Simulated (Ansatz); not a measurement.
## How LuPd (Pm-3m) stiffens under pressure

```
Lu Pd
1.0
     3.38794    0.00000    0.00000
     0.00000    3.38794    0.00000
     0.00000    0.00000    3.38794
Lu Pd
1 1
Direct
  0.00000 0.00000 0.00000
  0.50000 0.50000 0.50000
```

This is the zero-pressure cell. At each pressure cell and atoms are relaxed in this structure, and the constants are slopes of the stress at strains of ±0.005 with relaxed ions (the coefficients that govern stability under load). Level: PBEsol, PAW on Ansatz 0.2.0's default frozen-core files (fitted under PBE), scalar-relativistic; k mesh 14×14×14, strains of ±0.005, Fermi-Dirac smearing of 0.050 eV, cutoff 420 eV. P is the pressure of the relaxed cell, less that of this one.

| P (GPa) | V/V₀ | C11 (GPa) | C12 (GPa) | C44 (GPa) |
| --- | --- | --- | --- | --- |
| 0.00 | 1.0000 | 171.7 | 83.9 | 47.0 |
| 0.98 | 0.9916 | 179.0 | 86.9 | 48.6 |
| 2.00 | 0.9831 | 186.3 | 90.2 | 50.3 |
| 4.02 | ? | ? | ? | ? |
| 7.01 | 0.9468 | 218.8 | 106.6 | 57.8 |
| 10.01 | 0.9281 | 236.3 | 116.6 | 62.0 |
| 14.98 | 0.9007 | 262.3 | 132.9 | 68.7 |

Problem. Does the bulk modulus from the constants agree with the pressure-volume curve?

Solution. A third-order Birch-Murnaghan fit to the volumes shown (F against f, f = [(V₀/V)^(2/3) − 1]/2) gives B₀ = 113.3 GPa and B′ = 4.5. Its −V dP/dV stands beside (C11 + 2C12)/3:

```
P (GPa)  from P(V)  from the constants
   0.00      113.3               113.2
   0.98      117.7               117.6
   2.00      122.2               122.2
   7.01      143.9               144.0
  10.01      156.6               156.5
  14.98      177.3               176.0
```

Problem. What are the pressure derivatives at zero pressure?

Solution. Slopes at V₀ of quadratic fits in −ln(V/V₀) through the first four rows shown, divided by B₀: dC11/dP = 7.5, dC12/dP = 3.1, dC44/dP = 1.7. The mean slopes up to 2.0 GPa are 7.3, 3.2, 1.6; curvature and scatter of the constants part the two. The combination (dC11/dP + 2 dC12/dP)/3 = 4.6 stands against B′.

Problem. Fill the row at 4.02 GPa.

Solution. Cubic fits in −ln(V/V₀) through all rows shown give C11 = 200.1, C12 = 96.8, C44 = 53.4 GPa. Computed: V/V₀ = 0.9676, C11 (GPa) = 200.1, C12 (GPa) = 96.8, C44 (GPa) = 53.4.

Problem. Does a shear stiffness soften?

Solution. C44 goes from 47.0 to 68.7 GPa; (C11 − C12)/2 goes from 43.9 to 64.7 GPa. Neither ends more than 3 % under its start, and the lattice stays mechanically stable over this range.

Limits of these numbers: no other phase was computed; many crystals of this kind change structure within this range, and rows or crossings beyond such a change describe a metastable lattice; frozen-core PAW files fitted under PBE, their cores solved anew for the functional of the run; responses of metals move with mesh and smearing; phonons weren't checked at these pressures.
